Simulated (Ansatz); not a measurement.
In CeO2 (fluorite type) the Ce atom of the primitive cell, with all its periodic images, is moved by 0.06 Å along [111].

```yaml
crystal:
  lattice:
    - [0.00000, 2.73000, 2.73000]
    - [2.73000, 0.00000, 2.73000]
    - [2.73000, 2.73000, 0.00000]
  atoms:
    - { symbol: Ce, position: [0.00634, 0.00634, 0.00634] }
    - { symbol: O, position: [0.25000, 0.25000, 0.25000] }
    - { symbol: O, position: [0.75000, 0.75000, 0.75000] }
```
Lattice in Å, positions in fractions of it.

Method: HSE06, plane waves, PAW datasets (generated soft set 1) (Ansatz 0.2.0 development build).

Cutoff 420 eV; exchange singularity: Wigner-Seitz; k-mesh 4×4×4 Γ-centred; Fermi–Dirac smearing of 0.05 eV; no spin polarisation; no spin–orbit coupling.

Task: What force results?

Result: The force on it along the displacement is -0.3206 eV/Å, a force constant of 5.34 eV/Å². The cell stands under a pressure of -6.7 GPa, which shifts the constant from its value at the relaxed volume.

| atom | Fx (eV/Å) | Fy (eV/Å) | Fz (eV/Å) |
| --- | --- | --- | --- |
| Ce1 | -0.1851 | -0.1851 | -0.1851 |
| O2 | 0.1001 | 0.1001 | 0.1001 |
| O3 | 0.0850 | 0.0850 | 0.0850 |

The k-mesh is modest, so these values aren't fully converged in k.
